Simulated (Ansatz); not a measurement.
The start is a generated trial cell of Ga in the beta-W structure type. The structure is fully relaxed (lattice and positions, P = 0) with PBE (plane waves to 420 eV, PAW, scalar-relativistic; Ansatz, an electronic-structure program). First-step values are on the input's coarse k-mesh.

Ansatz input (later rounds restart from its end on a renewed k-mesh):
Ansatz 0.2 input:
```yaml
crystal:
  lattice:
    - [5.362706, 0, 0]
    - [0, 5.362706, 0]
    - [0, 0, 5.362706]
  atoms:
    - { symbol: Ga, position: [0.25, 0, 0.5] }
    - { symbol: Ga, position: [0.75, 0, 0.5] }
    - { symbol: Ga, position: [0, 0.5, 0.25] }
    - { symbol: Ga, position: [0, 0.5, 0.75] }
    - { symbol: Ga, position: [0.5, 0.25, 0] }
    - { symbol: Ga, position: [0.5, 0.75, 0] }
    - { symbol: Ga, position: [0, 0, 0] }
    - { symbol: Ga, position: [0.5, 0.5, 0.5] }
basis: { ecutwfc: 420, ecutrho_ratio: 4, xc_grid: 2, fft_grid_basis: typed }
kpoints: { mp_grid: { grid: [6, 6, 6] } }
hamiltonian:
  xc: pbe
  dispersion: none
  pseudopotentials: { azcp: { folder: ./paw }, kind: paw }
scf: { occupations: { method: fermi_dirac, width: 0.05 } }
relax: { f_tol: 0.01, max_steps: 100, cell: { stress_tol: 0.02 } }
output: { forces: true, stress: true }
```

### Question
How does the volume change?

### Answer
+0.7 %, from 19.28 to 19.42 Å³/atom.

### Question
What band gap does the relaxed structure have at this level?

### Answer
Zero (metallic).

The space group stays Pm-3n (No. 223) (the run could not lower it), with 8 atoms in the primitive cell. Final values are on a 9×9×9 k-mesh of the relaxed cell. No spin polarisation in the result.

The run could not lose the symmetry of its start: the end is stationary, and may be a saddle point rather than a minimum.

All atoms sit on sites fixed by symmetry, so only the cell could relax.

The relaxed structure here is a generated cell of Ga: the first start was made by placing the elements on the sites of a structure type, and the end was not matched to a known phase here, so it may be hypothetical. Known forms of Ga include space group No. 64.
